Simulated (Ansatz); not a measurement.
The relaxed structure here is a generated cell of KBr: the first start was made by placing the elements on the sites of a structure type, and the end was not matched to a known phase here, so it may be hypothetical. Known forms of KBr include space group No. 225.

A relaxed structure of KBr. Space group P6₃/mmc (No. 194), NiAs type. These are r2SCAN (plane waves to 500 eV, PAW, scalar-relativistic; Ansatz, an electronic-structure program) values and carry that method's errors.

```xyz
4
Lattice="4.5642 0.0000 0.0000 -2.2821 3.9527 0.0000 0.0000 0.0000 8.0179" Properties=species:S:1:pos:R:3 pbc="T T T"
K      0.0000     0.0000     4.0089
K      0.0000     0.0000     0.0000
Br     2.2821     1.3176     6.0134
Br     0.0000     2.6351     2.0045
```

Task: What band gap does r2SCAN give?

Result: 4.99 eV, direct at Γ (no spin-orbit coupling).

No spin polarisation in the result.

The run could not lose the symmetry of its start, so the end can be a saddle point.
